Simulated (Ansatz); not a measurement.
Rb2NaAlF6 in space group Fm-3m (No. 225; Rb on 8c, Na on 4b, Al on 4a, F on 24e), r²SCAN (plane waves, PAW; program Ansatz). The conduction-band minimum lies at Γ, with 1 equivalent valley. Second derivatives d²E/dk² of the lowest band at one valley (eV·Å²), along Cartesian directions:

```json
[
 {"direction": "[100]", "d²E/dk²": "15.48"},
 {"direction": "[010]", "d²E/dk²": "15.48"},
 {"direction": "[001]", "d²E/dk²": "15.48"},
 {"direction": "[110]", "d²E/dk²": "15.48"},
 {"direction": "[101]", "d²E/dk²": "15.48"},
 {"direction": "[011]", "d²E/dk²": "15.48"}
]
```

**Question.** Find the principal effective masses, the density-of-states mass and the conductivity mass.

**Answer.** Off-diagonal terms follow from H_xy = H[110] − (H_xx + H_yy)/2, and m*/mₑ = 7.620 eV·Å² over each eigenvalue: 0.49, 0.49, 0.49. One valley's DOS mass (m₁m₂m₃)^(1/3) = 0.49, conductivity mass 3/(Σ 1/mᵢ) = 0.49 mₑ.

**Question.** What effective density of states Nc follows at 300 K for parabolic valleys?

**Answer.** Nc = 2.509e19 × 1 × (0.49)^(3/2) ≈ 8.6e18 cm⁻³.

The workflow started from a Materials Project entry (that database holds measured and hypothetical structures alike); the Crystallography Open Database copy checked does not list it. Whether it is the stable phase at ambient conditions was not checked. The r²SCAN relaxation kept the symmetry of its start; whether a distortion lowers the energy is not shown. Scalar-relativistic: spin–orbit coupling is off unless named, which matters more the heavier the elements.

Potentials: the later of the program's two PAW sets.

Edges and masses are those of Kohn–Sham bands, whose gap is no quasiparticle gap.
